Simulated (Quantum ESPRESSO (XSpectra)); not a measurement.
# The core hole at the Se K edge of SnSe (Pnma)

```
SnSe
1.0
   11.66446     0.00000     0.00000
    0.00000     4.12625     0.00000
    0.00000     0.00000     4.70091
Sn Se
4 4
Direct
  0.61879   0.75000   0.37655
  0.38121   0.25000   0.62345
  0.88121   0.25000   0.87655
  0.11879   0.75000   0.12345
  0.14855   0.25000   0.50918
  0.85145   0.75000   0.49082
  0.35145   0.75000   0.00918
  0.64855   0.25000   0.99082
```

Geometry: Materials Project entry mp-691 (a computed structure). The cell is the entry's, not relaxed again.

Absorber: atom 5, Se on Wyckoff site c (site symmetry .m.), with 3 Sn at 2.77 Å.

Simulated with Quantum ESPRESSO (XSpectra): LDA, no, half or full core hole, dipole K-edge X-ray absorption, plane waves, Troullier-Martins potentials made with ld1.x and PseudoDojo potentials for the other elements (Perdew-Zunger form enforced), scalar-relativistic, no spin, constant broadening.

Full-hole run: 32-atom cell (absorber images 8.2 Å apart), 58 Ry, k meshes 2×2×1 (SCF) and 2×2×2 (spectrum), Lorentzian half width 1.5 eV. The ground-state test found a gap, so occupations are fixed and the excited electron is left out (charged cell on a uniform background); energies count from the highest occupied level. Field directions run: x; y; z, weighted by the site's symmetry in the crystal. Intensities are scaled to a mean of 1 over 0–35 eV.

The half-hole run shares these settings; the run without a hole takes the primitive cell with a 2×4×4 mesh.

```tsv
core hole	mean 0–10 eV	mean 10–20 eV	mean 20–30 eV	highest value below 30 eV
none (primitive cell)	1.10	0.94	0.98	1.5
half	1.06	0.96	1.01	1.5
full	1.01	0.98	1.04	1.4
```

From no hole to a full hole the mean over the first 10 eV goes from 1.10 through 1.06 to 1.01. The cell size was not varied. Each run counts from its own energy zero.
